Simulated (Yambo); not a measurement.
G0W0@LDA for Cs2NaInH6 (space group Fm-3m, No. 225) in Yambo. Reference settings: 2×2×2 Γ-centred k mesh, bands 2 to 310 and a 8 Ry block in the screening, 310 bands in G with the Bruneval-Gonze terminator, plasmon pole fitted at 27.2 eV. The LDA gap X → Γ on this mesh is 0.88 eV; G0W0 gaps are taken between the same points.

Gap (X → Γ) in eV against the number of bands and the screening block, terminator on:

| bands (W and G) | 2 Ry | 3 Ry | 5 Ry | 6 Ry | 8 Ry |
|---|---|---|---|---|---|
| 65 | 2.275 | 2.300 | 2.336 | 2.345 | 2.365 |
| 109 | 2.184 | 2.233 | 2.303 | 2.321 | 2.353 |
| 165 | 2.142 | 2.187 | 2.279 | 2.303 | 2.349 |
| 237 | 2.121 | 2.157 | 2.262 | 2.292 | 2.352 |
| 310 | 2.110 | 2.147 | 2.252 | 2.282 | 2.355 |

Rough cost of the Yambo step against the reference (shared machines):

```
bands (W and G)  2 Ry  3 Ry  5 Ry  6 Ry  8 Ry
---------------  ----  ----  ----  ----  ----
65                1/6   1/6   1/5   1/5   1/4
109               1/4   1/4   1/3   1/3   1/3
165               1/3   1/3   1/2   1/2    ~1
237                ~1    ~1    ~1    ~1    ~1
310                ~1    ~1    ~1    ~1     1
```

At the largest block the last step in bands moves the gap by 0.003 eV; at the most bands the last step in the block moves it by 0.073 eV.

Spin-orbit splittings are left out.

The standard potential for In keeps a d shell in the valence without the s and p states of that shell. In tests on such compounds this moved G0W0 gaps by up to about 0.9 eV, so absolute quasiparticle energies here are unreliable; differences between settings are what counts.

Geometry of the Materials Project entry, not relaxed at this level; primitive cell a = b = c = 6.2617 Å, α = β = γ = 60.00°.

The structure is a Materials Project entry; no match was found in the copy of COD used, and its stability was not checked.
